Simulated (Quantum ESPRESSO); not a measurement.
pw.x input (Quantum ESPRESSO 7.5; PBEsol, PseudoDojo standard norm-conserving files, fully relativistic):

```
&CONTROL
  calculation = 'scf'
  pseudo_dir = './pseudo'
  outdir = './out'
  tprnfor = .true.
  tstress = .true.
/
&SYSTEM
  ibrav = 0
  nat = 4
  ntyp = 2
  ecutwfc = 78.0
  ecutrho = 312.0
  occupations = 'smearing'
  smearing = 'fd'
  degauss = 0.002
  nbnd = 43
  noncolin = .true.
  lspinorb = .true.
/
&ELECTRONS
  conv_thr = 4e-10
/
ATOMIC_SPECIES
Si 28.0850 Si.upf
Ge 72.6300 Ge.upf
CELL_PARAMETERS angstrom
  3.902383387614   0.000000000000   0.000000000000
 -1.951191693807   3.379563148980   0.000000000000
  0.000000000000   0.000000000000   6.434069928000
ATOMIC_POSITIONS crystal
Si   0.666666667000   0.333333333000   0.874703369800
Si   0.333333333667   0.666666666333   0.374703369800
Ge   0.666666667000   0.333333333000   0.500296630200
Ge   0.333333333667   0.666666666333   0.000296630200
K_POINTS automatic
9 9 4 0 0 0
```

End of the output:

```

[...]
     the Fermi energy is     8.3650 ev
!    total energy              =    -373.66508913 Ry
     estimated scf accuracy    <          1.2E-11 Ry
     smearing contrib. (-TS)   =      -0.00000149 Ry
     internal energy E=F+TS    =    -373.66508765 Ry
     The total energy is F=E-TS. E is the sum of the following terms:
     one-electron contribution =    -200.00508567 Ry
     hartree contribution      =     121.65776002 Ry
     xc contribution           =     -92.50547082 Ry
     ewald contribution        =    -202.81229118 Ry
     convergence has been achieved in   9 iterations
     Forces acting on atoms (cartesian axes, Ry/au):
     atom    1 type  1   force =     0.00000000    0.00000000   -0.00025978
     atom    2 type  1   force =     0.00000000    0.00000000   -0.00025978
     atom    3 type  2   force =     0.00000000    0.00000000    0.00025978
     atom    4 type  2   force =     0.00000000    0.00000000    0.00025978
     Total force =     0.000520     Total SCF correction =     0.000010
     Computing stress (Cartesian axis) and pressure
          total   stress  (Ry/bohr**3)                   (kbar)     P=        0.14
  -0.00000393   0.00000000  -0.00000000           -0.58        0.00       -0.00
   0.00000000  -0.00000393  -0.00000000            0.00       -0.58       -0.00
   0.00000000   0.00000000   0.00001076            0.00        0.00        1.58
```
In a gapped system the printed Fermi energy is only some level inside the gap.

Geometry relaxed with PBEsol.
